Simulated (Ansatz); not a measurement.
Relaxed-ion elastic tensor of LiTaO3 in space group P4mm (No. 99; Ta on 1b, Li on 1a, O on 1b, O on 2c) in GPa (Voigt order), LDA (plane waves, PAW; program Ansatz); density 6.53 g/cm³, 12.01 Å³ per atom.

```
 371  44.0   110   0.0   0.0   0.0
44.0   371   110   0.0   0.0   0.0
 110   110   295   0.0   0.0   0.0
 0.0   0.0   0.0  48.5   0.0   0.0
 0.0   0.0   0.0   0.0  48.5   0.0
 0.0   0.0   0.0   0.0   0.0   102
```

Problem. Is the crystal mechanically stable?

Solution. Yes: the smallest eigenvalue of C is 48.5 GPa.

Problem. Work out the Voigt, Reuss and Hill averages.

Solution. K_V = 174, K_R = 174, K_H = 174; G_V = 91.3, G_R = 73.8, G_H = 82.5 GPa.

Problem. Give Young's modulus, Poisson's ratio, Pugh's ratio and the universal anisotropy index.

Solution. E = 9KG/(3K + G) = 214 GPa; ν = 0.30; K/G = 2.11 (ductile by the Pugh limit of 1.75); A_U = 5G_V/G_R + K_V/K_R − 6 = 1.19.

Problem. Estimate the sound speeds and the Debye temperature.

Solution. v_l = √((K + 4G/3)/ρ) = 6600 m/s, v_t = √(G/ρ) = 3560 m/s, mean 3970 m/s; Θ = (h/k)(3n/4πV)^(1/3) v_m = 516 K.

Problem. Solve the Christoffel equation for the three sound speeds along x, y, z.

Solution. Eigenvalues of C_ijkl n_j n_l equal ρv² (piezoelectric stiffening left out). In km/s, slowest first: x 2.73, 3.95, 7.54; y 2.73, 3.95, 7.54; z 2.73, 2.73, 6.73.

Problem. How much does each axis shrink under pressure?

Solution. Linear compressibilities β_i = Σ_j S_ij (j = 1 to 3): x 1.9, y 1.9, z 2.0 per TPa.

The start of the workflow was typed in or built on a structure type; neither database checked (COD, Materials Project) lists it. It is not the phase usual at ambient conditions (space group No. 161). The LDA relaxation kept the symmetry of its start. At this level the phase is dynamically unstable (imaginary phonons). The run is not spin-polarised. Spin–orbit coupling is left out wherever it is not named.

Potentials: the earlier of the program's two PAW sets. The files were generated under PBE; for other functionals the program regenerates the frozen cores, and for LDA and PBEsol the local potential too.
